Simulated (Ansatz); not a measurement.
In PBE in the plane-wave PAW code Ansatz, Tc in the hcp (Mg type) structure (P6_3/mmc) relaxes to a = 2.752 Å, c = 4.403 Å. Tc has 12 nearest neighbours from 2.71 Å (anticuboctahedral).

Electronic character: metallic (no gap).

The cell was relaxed with PBE under the symmetry of its start. No spin polarisation was allowed. Axis ratios of metals converge slowly with the k-mesh, so a and c are less sure than the volume. Spin–orbit coupling is left out wherever it is not named.

Potentials: the later of the program's two PAW sets.
